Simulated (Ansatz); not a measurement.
Data:

GeSe2:
```xyz
6
Lattice="3.7289 0.0000 0.0000 -1.8644 3.2293 0.0000 0.0000 0.0000 11.1242" Properties=species:S:1:pos:R:3 pbc="T T T"
Ge     0.0000     2.1529     2.7811
Ge     1.8644     1.0764     8.3432
Se     0.0000     2.1529     6.6860
Se     1.8644     1.0764     1.1239
Se     1.8644     1.0764     4.4382
Se     0.0000     2.1529    10.0003
```

This is the PBE-relaxed structure.

Q: All from DFT-PBE in the program Ansatz with PAW potentials, unless another level is named. Give the electronic character.

A: metallic (no gap).

Q: Give the formation energy from the elements (no fitted shifts).

A: 0.068 eV/atom.

Q: And the density of states at the Fermi level?

A: 0.45 states/eV per atom (mean over ±0.08 eV).

Space group P6_3/mmc. The cell is a constructed one: a structure type filled with these elements; neither database checked (COD, Materials Project) lists it. Its standing as an ambient phase is unchecked. The cell was relaxed with PBE under the symmetry of its start; its stability against distortions is not shown here. A crystal of weakly bound layers computed without a dispersion correction: the cell and the soft elastic constants depend strongly on that. The references are the lowest solids computed at this level, not always the standard phases. Scalar-relativistic: spin–orbit coupling is off unless named, which matters more the heavier the elements.

Potentials: the later of the program's two PAW sets.
